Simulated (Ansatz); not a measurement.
A geometry of Si away from equilibrium: step 2 of the relaxation of a generated trial cell of Si in the AFLOW prototype A_oC8_64_f (A11, as in Ga). Calculation: r2SCAN (plane waves to 500 eV, PAW, scalar-relativistic; Ansatz, a first-principles code). Γ-centred k-mesh 9×9×8 on the run's cell, Fermi–Dirac smearing 0.05 eV. The plane waves were selected for a different cell earlier on the path.

```yaml
crystal:
  lattice:
    - [2.13332, -3.52135, 0.00000]
    - [2.13332, 3.52135, 0.00000]
    - [0.00000, 0.00000, 4.26660]
  atoms:
    - { symbol: Si, position: [0.34260, 0.65740, 0.59550] }
    - { symbol: Si, position: [0.65740, 0.34260, 0.40450] }
    - { symbol: Si, position: [0.84260, 0.15740, 0.90450] }
    - { symbol: Si, position: [0.15740, 0.84260, 0.09550] }
```

Question: What forces act on the atoms (eV/Å)?

Answer: 
| atom | Fx | Fy | Fz |
|---|---|---|---|
| Si1 | 0.00 | 0.24 | 0.56 |
| Si2 | 0.00 | -0.24 | -0.56 |
| Si3 | 0.00 | 0.24 | -0.56 |
| Si4 | 0.00 | -0.24 | 0.56 |

The path ends in Cmce (No. 64) (AFLOW prototype A_oC8_64_f (A11, as in Ga)). No spin polarisation in the result.

The run could not lose the symmetry of its start: the end is stationary, and may be a saddle point rather than a minimum.

The end of the path is a generated cell of Si: the first start was made by placing the elements on the sites of a structure type, and the end was not matched to a known phase here, so it may be hypothetical. Known forms of Si include space group No. 227.
